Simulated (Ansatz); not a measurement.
Input and command of a calculation in Ansatz (plane waves; scalar-relativistic PAW potentials unless the input names others):

```yaml
crystal:
  lattice:
    - [7.115002, 0.121684, -0.076226]
    - [0.121684, 7.457979, 0.065573]
    - [-0.076226, 0.065573, 7.560504]
  atoms:
    - { symbol: B, position: [0.9121049813, 0.3698230173, 0.9242270823] }
    - { symbol: B, position: [0.1373102386, 0.5368179905, 0.5052187974] }
    - { symbol: B, position: [0.007742845, 0.490747085, 0.0829838321] }
    - { symbol: B, position: [0.3979113488, 0.4705462132, 0.4018655194] }
    - { symbol: B, position: [0.0286368455, 0.6131965199, 0.2495595201] }
    - { symbol: As, position: [0.6852657417, 0.431811785, 0.1931039896] }
    - { symbol: As, position: [0.9452821946, 0.3232335154, 0.4099940295] }
    - { symbol: As, position: [0.6896565876, 0.9130030142, 0.1857375883] }
    - { symbol: As, position: [0.7560653753, 0.6795197611, 0.8492629585] }
    - { symbol: As, position: [0.1475405434, 0.286906409, 0.7835443155] }
    - { symbol: As, position: [0.6016968986, 0.3801638725, 0.6007351362] }
    - { symbol: As, position: [0.0309040692, 0.9197352846, 0.8648395338] }
    - { symbol: As, position: [0.3853046489, 0.740412312, 0.0250023591] }
    - { symbol: As, position: [0.9599184751, 0.8985642664, 0.3553660664] }
    - { symbol: As, position: [0.3002869774, 0.3815523407, 0.1740268168] }
    - { symbol: As, position: [0.2100002836, 0.7647470033, 0.6487198086] }
    - { symbol: As, position: [0.3225367052, 0.001096047, 0.2143567962] }
    - { symbol: As, position: [0.8127417818, 0.6718530262, 0.5217201716] }
    - { symbol: As, position: [0.6262892173, 0.9622424413, 0.6428084451] }
    - { symbol: As, position: [0.7321193538, 0.1955256227, 0.9499688382] }
basis:
  ecutwfc: 420
  xc_grid: 1
kpoints:
  mp_grid: { grid: [3, 3, 3] }
hamiltonian:
  xc: pbe
scf:
  occupations: { method: fermi_dirac, width: 0.2482 }
output:
  forces: true
  eigenvalues: true
  stress: true
```

```bash
ansatz run input.yaml --threads 2 --pin off --max-ram 5120MiB --backend cpu --events-out ev --progress --plain --runs-dir out
```

Abridged log:
```
Basis set: ecut = 420 eV, 7843 PW (Γ)
Bands: 153, of which v1, the nominal top of the filled ones, is band 120 counted from 1 (119 counted from 0)
Symmetry: 1 space group operations
k-points: 14 of 27 (time reversal used)
SCF iter   1: F=—  HF=-73607.536575 eV  |F-HF|=—  |Δ(HF+E_count)|=         —  Δρ=3.49e-3  dr2=9.84e-2  ethr=1.77e-3  ⟨swp⟩=5.1  Hψ=7600  notcnv=0
SCF iter   2: F=—  HF=-73607.524963 eV  |F-HF|=—  |Δ(HF+E_count)|=   1.16e-2  Δρ=1.25e-3  dr2=1.01e-2  ethr=4.10e-5  ⟨swp⟩=2.0  Hψ=2888  notcnv=0
SCF iter   3: F=—  HF=-73607.523101 eV  |F-HF|=—  |Δ(HF+E_count)|=   1.86e-3  Δρ=4.54e-4  dr2=1.96e-3  ethr=4.19e-6  ⟨swp⟩=2.1  Hψ=3940  notcnv=0
SCF iter   4: F=—  HF=-73607.522565 eV  |F-HF|=—  |Δ(HF+E_count)|=   5.37e-4  Δρ=1.15e-4  dr2=1.04e-4  ethr=8.15e-7  ⟨swp⟩=2.5  Hψ=3770  notcnv=0
SCF iter   5: F=—  HF=-73607.522554 eV  |F-HF|=—  |Δ(HF+E_count)|=   1.07e-5  Δρ=2.81e-5  dr2=6.65e-6  ethr=4.33e-8  ⟨swp⟩=2.0  Hψ=2790  notcnv=0
SCF iter   6: F=—  HF=-73607.522431 eV  |F-HF|=—  |Δ(HF+E_count)|=   1.22e-4  Δρ=7.33e-6  dr2=2.46e-7  ethr=2.77e-9  ⟨swp⟩=2.0  Hψ=3892  notcnv=0
SCF iter   7: F=-73607.522432 eV  HF=-73607.522432 eV  |F-HF|=9.68e-9  |Δ(HF+E_count)|=   1.81e-7  Δρ=2.00e-6  dr2=2.60e-8  ethr=4.17e-11  ⟨swp⟩=6.1  Hψ=8735  notcnv=0
SCF 1 converged in 7 iterations: F = -73607.522432 eV  dr2 = 2.60e-8
SCF converged after 7 iterations
Free energy (F): -73607.522432 eV
Harris-Foulkes:  -73607.522432 eV  (|F-HF|=9.68e-9)
Internal energy: -73605.436488 eV  (E = F + TS)
E sigma→0 (E₀):  -73606.479460 eV
Entropy (-TS):   -2.085944 eV (-104.297 meV/atom)
Fermi energy:    8.763053 eV
--- Forces (eV/Å), atoms counted from 1 ---
  atom   1  B      3.02601383     1.88785697    -0.15194129
  atom   2  B      1.07326995    -0.17339826    -1.33170666
  atom   3  B     -0.19754774    -0.62632918    -0.30501973
  atom   4  B     -0.76422035    -0.41464882     1.81156045
  atom   5  B      0.65005252     0.97148990     1.92478189
  atom   6  As    -0.46262211     0.53785424    -0.09545105
  atom   7  As     0.48313946    -0.34791080     0.90221644
  atom   8  As    -2.26232858     0.62411527    -1.48963681
  atom   9  As     0.03389057     0.29388083     0.27028439
  atom  10  As    -0.34037866     0.14152927    -0.58143431
  atom  11  As    -0.67561476     0.08908965    -1.00480587
  atom  12  As    -0.47898842     0.32404564     0.47708361
  atom  13  As    -0.45868911     0.06812828    -0.24201059
  atom  14  As     3.04047612     0.25040392    -0.00352900
  atom  15  As    -0.31793849    -0.43705404    -1.09210185
  atom  16  As     1.06012314    -0.31240451    -0.76109750
  atom  17  As     0.44837010    -0.20264873     0.11134639
  atom  18  As    -1.36822545    -0.51982383     1.07824087
  atom  19  As    -0.12309346    -0.15422081     0.29162603
  atom  20  As    -2.36587961    -1.99986360     0.19157443
--- Stress (GPa, compression-positive) ---
        0.819215       1.242657      -0.604915
        1.242658      -0.614658       0.166187
       -0.604915       0.166187       1.475487
  P = ⅓ Tr σ = 0.5600 GPa (5.600 kbar)
```

Apart from outputs and empty bands, the input differs from a reference run on usual settings in basis.xc_grid: not typed → 1. The reference, at the same geometry (not necessarily relaxed), gave pressure 0.56 GPa, largest force 3.570 eV/Å, no gap on the mesh. This run converged in 7 SCF iterations (reference: 7) with an energy at zero smearing within 0.01 meV/atom of the reference's, pressure 0.56 GPa, largest force 3.570 eV/Å, no gap on the mesh.

It took 69 s on 2 threads of Intel(R) Xeon(R) Processor @ 2.50GHz (Skylake/Cascade Lake), on a shared host, peak memory 1.2 GiB.